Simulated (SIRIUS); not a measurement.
Consider a self-consistent single point of TiSi₂ (P1, 6 atoms in the cell; from Materials Project mp-2582, changed as shown).

```yaml
crystal:
  lattice:
    - [0.00000, 4.11752, 4.26290]
    - [2.38951, 0.00000, 4.26290]
    - [2.38951, 4.11752, 0.00000]
  atoms:
    - { symbol: Ti, position: [0.50000, 0.50000, 0.50000] }
    - { symbol: Ti, position: [0.75000, 0.75000, 0.75000] }
    - { symbol: Si, position: [0.83743, 0.16257, 0.83743] }
    - { symbol: Si, position: [0.16257, 0.83743, 0.16257] }
    - { symbol: Si, position: [0.44396, 0.05604, 0.38118] }
    - { symbol: Si, position: [0.08743, 0.41257, 0.08743] }
```

All values come from this method and carry its errors: PBEsol, GBRV PBEsol ultrasoft pseudopotentials (plane waves; SIRIUS).

SIRIUS settings:

```
setting                                                                  value
--------------------------------------  --------------------------------------
parameters.ngridk                                                        6 6 6
parameters.xc_functionals                 [XC_GGA_X_PBE_SOL, XC_GGA_C_PBE_SOL]
parameters.gk_cutoff                                              6.325 1/bohr
parameters.pw_cutoff                                             14.143 1/bohr
parameters.smearing                                                       cold
parameters.smearing_width                                        0.00367493 Ha
potentials                              GBRV PBEsol ultrasoft pseudopotentials
parameters.electronic_structure_method                         pseudopotential
parameters.num_bands                                                        24
parameters.num_mag_dims                                                      0
parameters.num_dft_iter                                                    100
parameters.energy_tol                                                 1e-07 Ha
parameters.density_tol                                                   1e-06
mixer.type                                                            anderson
mixer.beta                                                                 0.3
mixer.use_hartree                                                         true
```

Results:

| Item | Value |
|---|---|
| Number of valence electrons | 40 |
| Number of bands | 24 |
| Number of k-points after the program's reduction | 112 |
| Number of plane waves (most at a k-point) | 2438 |
| Number of SCF iterations | 17 |
| FFT grid | 54 × 45 × 45 |
| Free energy E − TS | -3766.3455 eV |
| Fermi level (on the code's own zero) | 12.59 eV |
| Pressure | -1.53 GPa |
| Largest force (vector length) | 1.229 eV/Å |

Forces (eV/Å):
```csv
atom,Fx,Fy,Fz
Ti1,-0.330,0.035,-0.468
Ti2,-0.427,-0.112,-0.002
Si3,-0.186,-0.108,0.273
Si4,-0.022,0.093,0.007
Si5,1.203,0.132,0.215
Si6,-0.238,-0.041,-0.024
```

Stress (GPa, positive for compression):
```
-0.96   0.02  -0.04
 0.02  -1.56  -0.82
-0.04  -0.82  -2.06
```

For comparison: a first run was changed to give this one (atom 5 moved by -0.15 angstrom along x), and from it to this one the free energy goes up by 14.9 meV/atom, the pressure goes from -2.03 to -1.53 GPa and the largest force goes from 0.099 to 1.229 eV/Å.

Forces above 1 eV/Å remain at this geometry. The structure comes from a collection of computed structures, made at another level of theory; the collection holds predicted forms beside known ones. No clean gap shows at this smearing width and mesh (spacing up to 0.28 Å⁻¹); the mesh is coarse for partly filled bands, so the values carry mesh errors.

Cost on one core: very roughly 5 core-minutes.
